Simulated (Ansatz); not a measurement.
**Rb$_{2}$CoO$_{2}$: settings compared (Ansatz)**

input.yaml:

```yaml
crystal:
  lattice:
    - [0.0, 4.22926, 0.0]
    - [4.22926, 0.0, 0.0]
    - [2.11463, 2.11463, -6.67281]
  atoms:
    - { symbol: Rb, position: [0.3451, 0.3451, 0.3098] }
    - { symbol: Rb, position: [0.6549, 0.6549, 0.6902] }
    - { symbol: O, position: [0.1273, 0.1273, 0.7454] }
    - { symbol: O, position: [0.8727, 0.8727, 0.2546] }
    - { symbol: Co, position: [0.0, 0.0, 0.0] }
  symmetry: { tolerance: 0.0003 }
kpoints:
  mp_grid: { grid: [5, 5, 5], shift: [0, 0, 0] }
magnetization:
  spin_polarized: false
scf:
  occupations: { method: fermi_dirac }
hamiltonian:
  pseudopotentials: { kind: paw }
  xc: pbe
basis:
  ecutwfc: 420
output:
  forces: true
  stress: true
  eigenvalues: true
```

Run with:

```bash
ansatz run input.yaml --threads 1 --pin off --max-ram 2560MiB --backend cpu --events-out ev --progress --plain --runs-dir out
```

Origin of the cell: a known structure type with other elements, at an estimated volume, so it need not be a known compound.

The smearing width isn't typed, so it takes its default of 0.1 eV.

Output of this run (shortened):

```
SCF iter   1: F=—  HF=-12795.660415 eV  Δρ=8.37e-3  dr2=4.99e-2
SCF iter   2: F=—  HF=-12795.659441 eV  Δρ=3.48e-3  dr2=2.62e-2
SCF iter   3: F=—  HF=-12795.660818 eV  Δρ=7.66e-3  dr2=5.04e-2
SCF iter   4: F=—  HF=-12795.658314 eV  Δρ=5.72e-3  dr2=3.24e-2
SCF iter   5: F=—  HF=-12795.656061 eV  Δρ=1.29e-3  dr2=1.38e-3
SCF iter   6: F=—  HF=-12795.657214 eV  Δρ=2.84e-4  dr2=5.80e-5
SCF iter   7: F=—  HF=-12795.657179 eV  Δρ=1.22e-4  dr2=1.54e-5
SCF iter   8: F=—  HF=-12795.657184 eV  Δρ=6.09e-5  dr2=4.01e-6
SCF iter   9: F=—  HF=-12795.657184 eV  Δρ=1.37e-5  dr2=1.76e-7
SCF iter  10: F=-12795.657184 eV  HF=-12795.657184 eV  Δρ=3.56e-6  dr2=1.27e-8
SCF 1 converged in 10 iterations: F = -12795.657184 eV  dr2 = 1.27e-8
SCF converged after 10 iterations
Free energy (F): -12795.657184 eV
Harris-Foulkes:  -12795.657184 eV  (|F-HF|=9.19e-9)
Internal energy: -12795.409990 eV  (E = F + TS)
E sigma→0 (E₀):  -12795.533587 eV
Entropy (-TS):   -0.247195 eV (-49.439 meV/atom)
Fermi energy:    5.490430 eV
--- Per-component energies (eV) ---
  E_band       = -640.433898
  E_kinetic    = 1184.280469
  E_local      = -6903.085258  (includes V_loc(G=0)·N_el)
  E_nonlocal   = 894.732005
  E_hartree    = 2739.159018
  E_xc         = -566.476031
  E_vxc        = -665.290037  (∫ρ·V_xc dr)
  E_paw        = -7064.103541  (= ΣΔE_a)
  E_vpaw       = -629.384271  (= ΣTr[D̂ρ^β])
  E_aug_tail   = 0.004870  (compensation charges beyond the density's cutoff)
  E_ewald      = -3079.921520
  E_smearing   = -0.247195  (= −TS)
  Σ components = -12795.657184   (vs F -12795.657184, Δ=0.00e0)
--- Forces (eV/Å), atoms counted from 1 ---
  atom   1  Rb     0.000000     0.000000     0.312195
  atom   2  Rb    -0.000000     0.000000    -0.312195
  atom   3  O     -0.000000    -0.000000    -0.580299
  atom   4  O      0.000000    -0.000000     0.580299
  atom   5  Co    -0.000000    -0.000000    -0.000000
  max |Σ_I F_I| component: 0.0 eV/Å
--- Stress (GPa, compression-positive) ---
        0.055186       0.000000       0.000000
        0.000000       0.055186       0.000000
        0.000000       0.000000      -3.372599
  P = ⅓ Tr σ = -1.0874 GPa (-10.874 kbar)
```

The same input was run again with these changes:

1. `hamiltonian.hubbard` default → { sites: [{ species: Co, l: d, u_eff: 6.0 }], double_counting: amf }
2. `scf.occupations.method` fermi_dirac → cold; `scf.occupations.width` default → 0.01; `scf.mixing.algorithm` default → anderson; `scf.mixing.beta` default → 0.1; `scf.mixing.ndim` default → 4
3. `hamiltonian.hubbard` default → { sites: [{ species: Co, l: d, u_eff: 4.0 }], double_counting: fll }; `scf.convergence.dr2_threshold` default → 0.0001; `scf.initial_density.chi_scale` default → 0.0
4. `scf.lower_state_search` default → "off"; `scf.occupations.width` default → 0.01

| run | end | SCF iterations | P (GPa) | max force component (eV/Å) | gap on mesh (eV) | moment (μB) | ΔE(σ→0) (meV/atom) |
| --- | --- | --- | --- | --- | --- | --- | --- |
| base | converged | 10 | -1.09 | 0.580 | – | – | 0 |
| 1 | converged | 14 | -0.42 | 0.175 | – | – | – |
| 2 | converged | 44 | -1.33 | 0.714 | – | – | 8.25 |
| 3 | converged | 10 | -0.77 | 0.334 | – | – | – |
| 4 | converged | 11 | -1.33 | 0.711 | – | – | 8.19 |

Energies are compared only where functional, datasets, charge and starting cell are the same.

Not properties of the system: run 3 (too coarse or loose: `scf.convergence.dr2_threshold` = 0.0001).

Caveats of the base run: no spin polarisation, so a magnetic state may lie lower; the k mesh is coarse if the cell is a metal.

Run 3: the SCF threshold is loose for forces.

Time of the base run: 3 s on 1 thread of Intel(R) Xeon(R) Platinum 8375C CPU @ 2.90GHz (Ice Lake), with other jobs on the host, peak memory 0.44 GiB, from the program's own first density.
